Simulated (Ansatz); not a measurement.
Li4MgNb6O18:
```xyz
29
Lattice="5.1660 0.0000 0.0000 -2.5830 4.4739 0.0000 0.0000 0.0000 13.8843" Properties=species:S:1:pos:R:3 pbc="T T T"
Li     2.5830     1.4913     7.7372
Li     0.0000     2.9826     5.3881
Li     0.0000     2.9826    12.2525
Li     0.0000     0.0000    10.0263
Mg     0.0000     0.0000     2.9507
Nb     0.0000     2.9826     2.2797
Nb     2.5830     1.4913     4.6949
Nb     0.0000     0.0000     6.9923
Nb     0.0000     2.9826     9.2853
Nb     2.5830     1.4913    11.6094
Nb     0.0000     0.0000    13.7998
O     -1.6176     3.3294     1.4753
O      1.1091     4.2101     1.4753
O     -0.9133     1.6471     3.7866
O      0.5085     1.4083     1.4753
O     -0.6999     4.4413     3.7866
O      1.6132     2.8593     3.7866
O      3.5191     0.2128     6.0657
O      1.0077     1.3199     6.0657
O      1.6481     3.1939     8.3642
O      3.2222     2.9412     6.0657
O     -0.6411     1.4496     8.3642
O     -1.0071     4.3043     8.3642
O      0.9479     1.7083    10.6589
O     -1.5775     2.7988    10.6589
O      1.6361     0.1550    12.9183
O      0.6296     4.4407    10.6589
O      1.8992     2.9794    12.9183
O      4.2137     1.3394    12.9183
```

Relaxed with r²SCAN. Independent-particle spectrum: no excitons, no local fields, no scissors shift; 0.1 eV broadening; ε₁ of the summed bands alone.

Task: Tabulate the dielectric function from r²SCAN (plane waves, PAW; program Ansatz).

Result: 

| E (eV) | ε₁ xx | ε₂ xx | ε₁ zz | ε₂ zz |
|---|---|---|---|---|
| 0.0 | 5.17 | 0.00 | 4.74 | 0.00 |
| 0.3 | 5.18 | 0.00 | 4.75 | 0.00 |
| 0.6 | 5.21 | 0.00 | 4.77 | 0.00 |
| 0.9 | 5.26 | 0.00 | 4.81 | 0.00 |
| 1.2 | 5.33 | 0.00 | 4.87 | 0.00 |
| 1.5 | 5.42 | 0.00 | 4.96 | 0.00 |
| 1.8 | 5.55 | 0.00 | 5.06 | 0.00 |
| 2.1 | 5.72 | 0.00 | 5.21 | 0.00 |
| 2.4 | 5.93 | 0.00 | 5.39 | 0.00 |
| 2.7 | 6.21 | 0.00 | 5.63 | 0.00 |
| 3.0 | 6.59 | 0.00 | 5.95 | 0.00 |
| 3.3 | 7.14 | 0.00 | 6.42 | 0.00 |
| 3.6 | 8.05 | 0.00 | 7.17 | 0.00 |
| 3.9 | 9.64 | 0.52 | 8.58 | 0.35 |
| 4.2 | 11.87 | 2.89 | 10.68 | 2.18 |
| 4.5 | 10.35 | 7.49 | 9.98 | 7.66 |
| 4.8 | 7.69 | 8.31 | 5.07 | 7.90 |
| 5.1 | 6.37 | 9.08 | 5.05 | 6.20 |
| 5.4 | 3.77 | 9.86 | 4.29 | 7.39 |
| 5.7 | 1.52 | 9.11 | 1.96 | 7.48 |
| 6.0 | -0.81 | 7.73 | 0.85 | 6.03 |
| 6.3 | -1.02 | 5.07 | 0.26 | 4.86 |
| 6.6 | -0.58 | 3.90 | 0.07 | 3.73 |
| 6.9 | -0.24 | 2.88 | 0.27 | 2.74 |
| 7.2 | 0.45 | 2.10 | 0.96 | 1.99 |
| 7.5 | 1.33 | 1.63 | 1.59 | 1.60 |
| 7.8 | 2.28 | 1.48 | 2.44 | 1.49 |
| 8.1 | 3.34 | 2.08 | 3.44 | 1.98 |
| 8.4 | 3.80 | 3.07 | 4.01 | 3.13 |
| 8.7 | 3.52 | 4.81 | 3.46 | 4.53 |
| 9.0 | 2.21 | 5.44 | 2.35 | 4.92 |
| 9.3 | 0.69 | 5.35 | 1.12 | 4.87 |
| 9.6 | 0.21 | 4.38 | 0.71 | 4.34 |
| 9.9 | 0.09 | 3.72 | 0.37 | 3.95 |
| 10.2 | 0.04 | 3.56 | 0.03 | 3.75 |
| 10.5 | -0.01 | 3.17 | -0.21 | 3.23 |
| 10.8 | -0.11 | 2.95 | -0.56 | 2.84 |
| 11.1 | -0.09 | 2.68 | -0.37 | 2.14 |
| 11.4 | -0.05 | 2.54 | -0.09 | 1.83 |
| 11.7 | -0.13 | 2.34 | 0.19 | 1.70 |
| 12.0 | -0.07 | 1.99 | 0.42 | 1.72 |

Task: From ε at 4.7 eV (xx: 8.54 + 8.25i), find n, k, the normal reflectivity and the absorption coefficient.

Result: n = 3.19, k = 1.291, R = 34 %, α = 2kE/ħc = 610000 cm⁻¹.

With all bands, ε∞ without local fields is 5.37 (xx = yy), 4.94 (zz). DFPT, with local fields, gives 5.03 (xx = yy), 4.79 (zz).

Space group P3. The start of the workflow was typed in or built on a structure type; neither database checked (COD, Materials Project) lists it. Its standing as an ambient phase is unchecked. The cell was relaxed with r²SCAN under the symmetry of its start; its stability against distortions is not shown here. The run is not spin-polarised. Scalar-relativistic: spin–orbit coupling is off unless named, which matters more the heavier the elements.

Potentials: the later of the program's two PAW sets.
